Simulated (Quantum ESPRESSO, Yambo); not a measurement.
YO$_{2}$H (space group P2_1/m, No. 11). The geometry is that of Materials Project entry mp-626151, symmetrised and not relaxed again. Chain: norm-conserving LDA (Quantum ESPRESSO, 84 Ry, no spin-orbit coupling); G0W0 in Yambo (4×4×2 Γ-centred k mesh, 135 bands and a 7 Ry block in the screening, 135 bands in G with the Bruneval-Gonze terminator, plasmon pole fitted at 27.2 eV); BSE (4×4×4 mesh, 11 valence and 12 conduction bands, static screening with 56 bands and a 3 Ry block, scissor 1.73 eV, Tamm-Dancoff).

```
Item                                                                        Value
--------------------------------------------  -----------------------------------
LDA gap (dense path)                                                      4.04 eV
LDA gap (0, 0, -0.5) → Γ on the GW mesh                                   4.04 eV
LDA smallest direct gap on the GW mesh, at Γ                              4.10 eV
G0W0 direct gap at that point                                             5.83 eV
G0W0 correction to the gap (0, 0, -0.5) → Γ                               1.74 eV
lowest exciton                                no binding energy given (see below)
RPA electronic dielectric constant along x           3.79 (4×6×4 mesh, LDA bands)
```

Rough cost of the Yambo steps against G0W0 for 14 states: BSE within a factor of two, one RPA spectrum about 1/10.

Nearest settings tried, and what they do to the gap: 90 bands in W, 90 bands in G: +54 meV; 2×2×2 mesh: +28 meV. Not varied: block. So the settings aren't converged at that level. The BSE states are vertical excitations (zero momentum). Convergence of the RPA response with its 4×6×4 mesh was not tested. The lowest state covers only about 1 of the 64 k points, so the mesh doesn't resolve it: its energy and its distance from the direct gap are mesh artefacts. An extended exciton needs a far denser mesh. Axes are Cartesian, with cell vectors (Å) (4.30, 0.00, 0.00), (0.00, 3.63, 0.00), (-1.94, 0.00, 5.64).

The structure is a Materials Project entry; no match was found in the copy of COD used, and its stability was not checked.
